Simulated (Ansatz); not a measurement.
KF (started from an entry of an open crystallographic database), relaxed with r2SCAN, was run in Ansatz 0.2.0 under altered settings. All numbers are computed, without spin polarisation but where a row says otherwise.

```
CELL_PARAMETERS angstrom
0.00000 2.65896 2.65896
2.65896 0.00000 2.65896
2.65896 2.65896 0.00000
ATOMIC_POSITIONS crystal
K 0.00000 0.00000 0.00000
F 0.50000 0.50000 0.50000
```

The base run's other keys:
```yaml
kpoints:
  mp_grid: { grid: [4, 4, 4] }
hamiltonian:
  xc: hse06
scf:
  occupations: { method: fixed }
  n_extra_bands: 4
```

It takes 13 iterations with 725 plane waves at 420 eV and 8 k points, and leaves a mean stress of +0.99 GPa. The gap over this mesh is 8.263 eV.

Outcomes, with energy and stress as changes against the base:
```
                                    setting            outcome  ΔF (meV/atom)  Δ mean stress (GPa)  gap on the mesh (eV)  iterations
                       hamiltonian.xc: pbe0          converged              –                 -0.1                 9.039          11
   PBE hybrid, exx coeff 1.0, omega 0.3 1/Å          converged              –                 -2.7                13.567          21
PBE hybrid, exx coeff 0.4, omega 0.2078 1/Å          converged              –                 -0.5                 9.506          12
  PBE hybrid, exx coeff 0.35, omega 0.5 1/Å          converged              –                 -0.4                 8.038          13
                     basis.ecutrho_ratio: 2  converged, warned           +2.9                 +0.4                 8.259          12
                         scf.mixing.ndim: 2          converged            0.0                  0.0                 8.263          15
```
A dash marks a value that wasn't obtained or can't be compared. Stress is positive in compression.

- hamiltonian.xc: pbe0. The mean stress moves by -0.1 GPa and the gap on the mesh by +0.776 eV (to 9.039). It's another functional on the same cell, so totals aren't comparable.
- PBE hybrid, exx coeff 1.0, omega 0.3 1/Å. That is 100 % exact exchange, screened with ω = 0.3 1/Å, against HSE06's 25 % screened at 0.208 1/Å. The mean stress moves by -2.7 GPa and the gap on the mesh by +5.303 eV (to 13.567). Totals of different functionals aren't comparable.
- PBE hybrid, exx coeff 0.4, omega 0.2078 1/Å. That is 40 % exact exchange, screened with ω = 0.2078 1/Å, against HSE06's 25 % screened at 0.208 1/Å. The mean stress moves by -0.5 GPa and the gap on the mesh by +1.242 eV (to 9.506). Totals of different functionals aren't comparable.
- PBE hybrid, exx coeff 0.35, omega 0.5 1/Å. That is 35 % exact exchange, screened with ω = 0.5 1/Å, against HSE06's 25 % screened at 0.208 1/Å. The mean stress moves by -0.4 GPa and the gap on the mesh by -0.225 eV (to 8.038). Totals of different functionals aren't comparable.
- basis.ecutrho_ratio: 2. The free energy moves by +2.9 meV an atom, the mean stress by +0.4 GPa and the gap on the mesh by -0.005 eV (to 8.259). A density grid this coarse aliases the density, so the change is an error. Warned: cutoff below recommended.

Within 1 meV an atom, 0.1 GPa and 0.005 eV of the base stay: scf.mixing.ndim: 2.

The stress of a hybrid is loosely converged in these runs.

The meshes of the hybrids are coarse, so their gaps aren't converged to the digits shown.
